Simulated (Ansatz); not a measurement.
Data:

Bi2HSe3:
```cif
data_HBi2Se3
_chemical_formula_sum 'Se3 Bi2 H1'
_space_group_name_H-M_alt 'P 1'
_space_group_IT_number 1
_cell_length_a 10.50670
_cell_length_b 10.50670
_cell_length_c 10.50670
_cell_angle_alpha 22.016
_cell_angle_beta 22.016
_cell_angle_gamma 22.016
loop_
_space_group_symop_operation_xyz
  'x, y, z'
loop_
_atom_site_label
_atom_site_type_symbol
_atom_site_fract_x
_atom_site_fract_y
_atom_site_fract_z
_atom_site_occupancy
Se1 Se 0.00118 0.00118 0.00118 1
Bi1 Bi 0.60472 0.60472 0.60472 1
Bi2 Bi 0.39903 0.39903 0.39903 1
Se2 Se 0.21263 0.21263 0.21263 1
Se3 Se 0.78620 0.78620 0.78620 1
H1 H 0.16190 0.16190 0.16190 1
```

This is the LDA-relaxed structure.

Problem. All from LDA in the plane-wave PAW code Ansatz, unless another level is named. Predict the electronic character.

Solution. metallic (no gap).

Problem. Give the formation energy from the elements (no fitted shifts).

Solution. -0.13 eV/atom.

Problem. Predict the density of states at the Fermi level.

Solution. 0.39 states/eV per atom (mean over ±0.08 eV).

Space group R3m. The start of the workflow was typed in or built on a structure type; neither database checked (COD, Materials Project) lists it. Whether it is the stable phase at ambient conditions was not checked. Symmetry was held in the LDA relaxation; whether a distortion lowers the energy is not shown. A crystal of weakly bound layers computed without a dispersion correction: the cell and the soft elastic constants depend strongly on that. With an odd number of electrons in the cell and no spin polarisation, the count alone makes it a metal. The references are the lowest solids computed at this level, not always the standard phases (solids in place of the gases). Spin–orbit coupling is left out wherever it is not named.

Potentials: the earlier of the program's two PAW sets. The files were generated under PBE; for other functionals the program regenerates the frozen cores, and for LDA and PBEsol the local potential too.
